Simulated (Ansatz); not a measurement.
GePd:
```cif
data_GePd
_chemical_formula_sum 'Pd1 Ge1'
_space_group_name_H-M_alt 'Pm-3m'
_space_group_IT_number 221
_space_group_name_Hall '-P 4 2 3'
_cell_length_a 3.11819
_cell_length_b 3.11819
_cell_length_c 3.11819
_cell_angle_alpha 90.000
_cell_angle_beta 90.000
_cell_angle_gamma 90.000
loop_
_atom_site_label
_atom_site_type_symbol
_atom_site_symmetry_multiplicity
_atom_site_Wyckoff_symbol
_atom_site_fract_x
_atom_site_fract_y
_atom_site_fract_z
_atom_site_occupancy
Pd1 Pd 1 a 0.00000 0.00000 0.00000 1
Ge1 Ge 1 b 0.50000 0.50000 0.50000 1
```

Relaxed with PBEsol.

Q: Decompose the optical modes at the zone centre into irreducible representations, and say which are infrared and Raman allowed.

A: Point group m-3m: Γ_opt = T1u. Infrared: T1u. Raman: none.

Q: Assign frequencies (DFPT, plane-wave PAW PBEsol (Ansatz code)).

A: T1u 115 cm⁻¹.

A made-up cell: these elements were put on the sites of a structure type; neither database checked (COD, Materials Project) lists it. COD files the formula under space group No. 62. Its standing as an ambient phase is unchecked. The PBEsol relaxation kept the symmetry of its start; its stability against distortions is not shown here. The run is not spin-polarised. As this level gives no gap, phonon frequencies hold no LO–TO term and depend on the k-mesh and smearing (Fermi–Dirac, 0.1 eV here).

Potentials: the earlier of the program's two PAW sets. The files were generated under PBE; for other functionals the program regenerates the frozen cores, and for LDA and PBEsol the local potential too.
